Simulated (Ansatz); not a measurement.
Zone-centre phonons of BiSb at 10.9 GPa: input and output

Method: DFT LDA, scalar-relativistic, plane waves, PAW in Ansatz.

Launched with:
```bash
ansatz run input.yaml --threads 1 --pin off --max-ram 1228MiB --backend cpu --events-out ev --progress --plain --runs-dir out
```

Input (bare energies are in eV):
```yaml
crystal:
  lattice:
    - [3.653, 0.0, 0.0]
    - [0.0, 3.653, 0.0]
    - [0.0, 0.0, 3.653]
  atoms:
    - { symbol: Sb, position: [0.0, 0.0, 0.0] }
    - { symbol: Bi, position: [0.5, 0.5, 0.5] }
basis:
  ecutwfc: 420
kpoints:
  mp_grid: { grid: [12, 12, 12] }
hamiltonian:
  xc: lda
scf:
  occupations: { method: fermi_dirac, width: 0.15 }
output:
  eigenvalues: true
phonons:
  method: dfpt
  eigenvectors: true
```

Results section of the output:
```
--- Phonons (Γ-DFPT): 2 representative perturbations + reference, on 196 of 1728 k-points (Σ response iterations 6) ---
  k mesh reduced under 8 symmetry operations, with k and −k counted as one. Each operation leaves every solved perturbation unchanged. A smaller set is not used because it would not reduce the number of displacements ...
  ASR residual: 5.146e-5 → 0.000e0 eV/Å²; symmetrization residual: 1.517e-5 eV/Å²
  ASR residual per site (eV/Å²): 2.66e-5 5.15e-5
  Γ frequencies (cm⁻¹): 0.00 0.00 0.00 98.92 98.92 98.92
  non-analytic LO–TO correction: not included (Born effective charges unavailable; polar crystals: no LO–TO splitting at Γ)
```

The run took 50 s on 1 thread of Intel(R) Xeon(R) Platinum 8259CL CPU @ 2.50GHz (Skylake/Cascade Lake), on a shared host, peak memory 0.9 GiB.

The cell is the ideal cubic caesium chloride prototype; whether it is the stable structure of this composition wasn't checked. In a metal, frequencies and elastic constants depend on the k mesh and the smearing, soft modes and shear constants most. Spin–orbit coupling is left out, which can shift energies with elements as heavy as these.